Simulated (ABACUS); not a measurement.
Consider a self-consistent single point of NaCl (Fm-3m, 2 atoms in the cell; from Materials Project mp-22862, changed as shown).

```
NaCl
1.0
    0.00000     2.78528     2.78528
    2.78528     0.00000     2.78528
    2.78528     2.78528     0.00000
Na Cl
1 1
Direct
  0.00000   0.00000   0.00000
  0.50000   0.50000   0.50000
```

Method: PBE, PseudoDojo 0.5 standard norm-conserving PBE (tails mended) pseudopotentials (plane waves; ABACUS).

ABACUS settings:

- KPT: Gamma 10 10 10 0 0 0
- basis_type: pw
- ecutwfc: 88 Ry
- smearing_method: fd
- smearing_sigma: 0.00367493 Ry
- potentials: PseudoDojo 0.5 standard norm-conserving PBE (tails mended)
- symmetry: 1
- symmetry_prec: 1e-05
- ks_solver: dav
- scf_nmax: 100
- scf_thr: 1.0e-09 Ry
- mixing_type: pulay
- mixing_beta: 0.4

Results:

- Number of valence electrons: 16
- Number of bands: 18
- Number of k-points after the program's reduction: 47
- Number of plane waves (most at a k-point): 4092
- Number of SCF iterations: 9
- FFT grid: 45 × 45 × 45
- Free energy E − TS: -1693.7983 eV
- Top of the valence band (on the code's own zero): 1.35 eV
- Gap on the k-point mesh: 5.26 eV
- Pressure: 1.87 GPa

Stress (GPa, positive for compression):
```
1.87  0.00  0.00
0.00  1.87  0.00
0.00  0.00  1.87
```

The gap is read on the k-point mesh of the run and can differ from the gap over the whole zone at this level.

For comparison: a first run was changed to give this one (volume scaled by 0.99), and from it to this one the free energy goes up by 2.3 meV/atom, the pressure goes from 1.56 to 1.87 GPa and the gap on the mesh goes from 5.215 to 5.256 eV.

The structure comes from a collection of computed structures, made at another level of theory; the collection holds predicted forms beside known ones. Its lattice was then scaled.

Cost on one core: around 40 core-seconds (rough).

“Tails mended”: in these copies of the files the far tail of each local potential was reset to the Coulomb form.
